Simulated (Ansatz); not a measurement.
TiPt3: levels along high-symmetry lines

```yaml
crystal:
  lattice:
    - [3.89700, 0.00000, 0.00000]
    - [0.00000, 3.89700, 0.00000]
    - [0.00000, 0.00000, 3.89700]
  atoms:
    - { symbol: Ti, position: [0.00000, 0.00000, 0.00000] }
    - { symbol: Pt, position: [0.00000, 0.50000, 0.50000] }
    - { symbol: Pt, position: [0.50000, 0.00000, 0.50000] }
    - { symbol: Pt, position: [0.50000, 0.50000, 0.00000] }
```

Atoms are numbered in the order listed.

The cell comes from COD entry 1539263, which wasn't checked; take it as a given geometry. It is an old determination, and later ones may differ.

Spin–orbit coupling is left out, though it moves levels of the heavy atoms by tenths of an eV or more.

Level of theory: DFT, PBE, all-electron LAPW, scalar-relativistic in Ansatz 0.2.0.

The runs use a Γ-centred 9×9×9 k mesh, Fermi–Dirac smearing of 0.05 eV, basis error target 0.5 meV/atom, no spin polarisation.

Points in fractions of the reciprocal vectors of this cell: Γ (0, 0, 0), X (0, 0.5, 0), M (0.5, 0.5, 0), R (0.5, 0.5, 0.5). The path joins them by straight lines in the order Γ–X–M–Γ–R–X–R–M; legs that retrace an earlier one aren't tabulated. Energies are in eV from the Fermi level.

Problem. List the levels at R between -5 and 5 eV.

Solution. -4.53 (×3), -3.69 (×3), -3.07 (×2), -1.01, -0.71 (×3), -0.47 (×3), 1.19 (×3), 1.54 (×2).

Problem. List the levels at M between -5 and 5 eV.

Solution. -4.87 (×2), -4.41 (×2), -4.17, -3.22, -3.16 (×2), -2.48, -2.32, -2.29, 0.20 (×2), 0.36, 1.50 (×2), 2.93, 3.19.

Problem. List the levels at X between -5 and 5 eV.

Solution. -4.72, -4.42 (×2), -3.61, -3.15, -2.70 (×2), -2.63, -1.40, -0.22 (×2), 0.04, 0.45, 0.76, 1.99.

Problem. What is the band gap?

Solution. none: bands cross the Fermi level, a metal.
